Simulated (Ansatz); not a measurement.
# Computed properties of Li2BrF (ordering on rocksalt)

All numbers come from Ansatz. No magnetic order and no zero-point or thermal motion; the cell was built from a prototype and may be hypothetical.

Li2BrF as one 4-atom ordering (R-3m) on the rocksalt lattice, relaxed with r2SCAN. The symmetry is R-3m (No. 166, trigonal); conventional cell a = 3.471 Å, c = 16.405 Å, 14.26 Å³ an atom. F has 6 Li at 2.28 Å; Br has 6 Li at 2.59 Å; Li has 3 F at 2.28 Å and 3 Br at 2.59 Å.

Relaxed lattice by functional, symmetry kept:

| functional | k mesh | a (Å) | c (Å) | volume (Å³/atom) |
| --- | --- | --- | --- | --- |
| PBE | 10×10×10 | 3.493 | 16.680 | 14.68 |
| r2SCAN | 8×8×8 | 3.471 | 16.405 | 14.26 |

Gaps on the r2SCAN cell, each the least over its mesh and the special points:
```csv
level,k mesh,gap (eV),kind,edges,least direct gap (eV),rough cost
PBE,8×8×8,3.44,direct,Γ,3.44,6 core-seconds
PBE+SOC,8×8×8,3.24,direct,Γ,3.24,24 core-seconds
r2SCAN,8×8×8,4.09,direct,Γ,4.09,12 core-seconds
HSE06,6×6×6,4.68,direct,Γ,4.68,5 core-minutes
PBE0,6×6×6,5.39,direct,Γ,5.39,4 core-minutes
"G0W0@PBE (170 empty bands, 120 eV, 6×6×6)",6×6×6,5.83,–,Γ (mesh),–,11 core-minutes
```
PBE: smearing of 0.02 eV; the others have fixed occupations.
Wave cutoffs: 420 eV, 500 eV (r2SCAN).
The G0W0 gap is PBE's gap over the path plus the quasiparticle shift read on the mesh. The G0W0 figures hold for the stated bands, cutoff and mesh and aren't extrapolated.
Costs come from shared machines and give only the order; PBE's includes the band path.

With HSE06 the gap is 4.68 eV and direct, at Γ. Spin-orbit coupling changes the PBE gap by -0.19 eV, to 3.24 eV.

Taking G0W0@PBE (170 empty bands, 120 eV, 6×6×6), 5.83 eV, as the yardstick (a computed one, not at the basis limit), PBE0 comes nearest, -0.44 eV off, at about 20 times r2SCAN's cost; G0W0 itself took about 50 times r2SCAN's cost. The others: HSE06 -1.15, r2SCAN -1.74, PBE -2.39 eV. The yardstick's own error is a tenth of an eV or more. r2SCAN covers 53 % of the step from PBE to HSE06, while HSE06 needs about 24 times r2SCAN's cost (on a coarser mesh). Spin-orbit coupling moves the least or the direct gap by up to 0.19 eV, so it has to be included where a tenth of an eV counts. All these functionals give a gap of the same kind, direct.

r2SCAN (ground state on 8×8×8): The electronic dielectric tensor ε∞ is 2.86 along x and y, 2.62 along z. Born charges, averaged over directions: F -1.28, Br -1.02, Li +1.15 e.

Only the levels marked +SOC include spin-orbit coupling.
